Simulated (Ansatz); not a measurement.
Generalised stacking fault of Na (bcc, W type) on the {211} plane. The cell below holds the perfect crystal with the plane normal along z; tilting its third vector by the shift puts one fault into each cell, between planes 1.72 Å apart, at fixed cell height.

```yaml
crystal:
  lattice:
    - [3.65633, 0.00000, 0.00000]
    - [0.00000, 5.97077, 0.00000]
    - [0.00000, 0.00000, 10.34168]
  atoms:
    - { symbol: Na, position: [0.00000, 0.00000, 0.91667] }
    - { symbol: Na, position: [0.66667, 0.50000, 0.08333] }
    - { symbol: Na, position: [0.33333, 0.00000, 0.25000] }
    - { symbol: Na, position: [0.00000, 0.50000, 0.41667] }
    - { symbol: Na, position: [0.66667, 0.00000, 0.58333] }
    - { symbol: Na, position: [0.33333, 0.50000, 0.75000] }
```

In-plane vectors a = (3.656, 0.000) Å, b = (0.000, 5.971) Å, area 21.83 Å². The shift is s times the vector a (length 3.656 Å), so s = 1 restores the start. The shift is rigid: no atom relaxes. γ = [E(shift) − E(0)] / area.

These are r2SCAN (plane waves to 500 eV, PAW, scalar-relativistic; Ansatz, a first-principles code) values and carry that method's errors. k mesh 11×7×4 (Γ-centred), Fermi-Dirac smearing 0.05 eV. Energies are extrapolated to zero smearing. Compression counts positive. With partly filled bands, the k mesh leaves noise in γ, roughly 0.02 J/m² as judged from a few cases. Faults lie only 10.3 Å apart, and holding the cell height and the atoms raises γ above its relaxed value. Na was relaxed with its symmetry unable to fall. The zero of γ is zero shift.

Q: Predict the γ (J/m²) and σ normal to the fault (GPa) at s = 0.167, 0.333, 0.417, 0.583, 0.667.

A: 
| s | γ (J/m²) | σ normal to the fault (GPa) |
|---|---|---|
| 0.167 | 0.02 | -0.1 |
| 0.333 | 0.05 | 0.1 |
| 0.417 | 0.06 | 0.2 |
| 0.583 | 0.06 | 0.3 |
| 0.667 | 0.05 | 0.4 |

(The slope of γ gives the shear force per area between the displaced halves; near zero shift its curvature is an elastic stiffness.)
